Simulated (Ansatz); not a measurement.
FeCo (CsCl type, Pm-3m) under volume change, plane-wave PAW PBE (Ansatz code), scaled uniformly.

```json
[
 {"V (Å³/atom)": "10.475", "E − E(relaxed) (meV/atom)": "67.8", "P (GPa)": "22.50"},
 {"V (Å³/atom)": "10.821", "E − E(relaxed) (meV/atom)": "28.8", "P (GPa)": "13.97"},
 {"V (Å³/atom)": "11.166", "E − E(relaxed) (meV/atom)": "6.9", "P (GPa)": "6.54"},
 {"V (Å³/atom)": "11.511", "E − E(relaxed) (meV/atom)": "0.0", "P (GPa)": "0.02"},
 {"V (Å³/atom)": "11.857", "E − E(relaxed) (meV/atom)": "6.0", "P (GPa)": "-5.45"},
 {"V (Å³/atom)": "12.202", "E − E(relaxed) (meV/atom)": "22.8", "P (GPa)": "-9.90"},
 {"V (Å³/atom)": "12.547", "E − E(relaxed) (meV/atom)": "48.1", "P (GPa)": "-13.54"}
]
```

Question: What does a third-order Birch–Murnaghan fit give for V₀, B₀ and B′?

Answer: V₀ = 11.52 Å³/atom, B₀ = 193 GPa, B′ = 4.5.

The PBE relaxation kept the symmetry of its start. Spin order of the final state: ferromagnetic, chosen from 5 collinear starts compared on coarse meshes (ties went to the first, and starts can fall back to one state), not a proven ground state. Textbook magnetic order: ferromagnetic.

Potentials: the earlier of the program's two PAW sets.
